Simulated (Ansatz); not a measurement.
The elements of this relaxed trial crystal are hidden behind letters.

```
lattice vectors (Å)
  -1.3562    1.3562    9.3151
   1.3562   -1.3562    9.3151
   1.3562    1.3562   -9.3151
fractional positions
X 0.0000 0.0000 0.0000
X 0.2028 0.2028 0.0000
X 0.7972 0.7972 0.0000
Z 0.6024 0.6024 0.0000
Z 0.3976 0.3976 0.0000
```

Method: DFT PBE, scalar-relativistic, plane waves, PAW (Ansatz 0.2.0). Plane waves to 420 eV, a 20×20×20 mesh through Γ for the 5-atom cell and 0.10 eV Gaussian smearing; collinear spin.

- Space group: I4/mmm (No. 139)
- Conventional cell: a = 2.712 Å, c = 18.630 Å
- Volume per atom: 13.71 Å³
- Density: 13.51 g/cm³
- Formation energy: −0.15 eV/atom
- Gap on the 20×20×20 mesh of the 5-atom cell: 0 eV (a metal)
- Net moment per atom: 1.87 μB

Energies are uncorrected and count from the elements' standard states at the same level.

Task: X is a d-block element of period 4 and Z is a d-block element of period 6. Which elements are they?

Result: X = Fe, Z = Pt, so the formula is Fe3Pt2. Density times volume gives a mean mass of 13.51 × 13.71/1.6605 = 111.5 u per atom, and this set has 111.5 u. Fe on a site of symmetry 4/mmm has 8 Pt at 2.70 Å and 4 Fe at 2.71 Å; Fe on a site of symmetry 4mm is surrounded by 8 Fe at 2.60–2.71 Å and 4 Pt at 2.68 Å; Pt is surrounded by 8 Fe at 2.68–2.70 Å and 4 Pt at 2.71 Å. Other sets within the hints have nearly the same mass, so mass alone doesn't settle it; this one was computed.

These runs have no spin–orbit coupling, which can matter for Pt. The magnetic state reached may not be the lowest. Symmetry constrained the relaxation, so the result can be a saddle point.
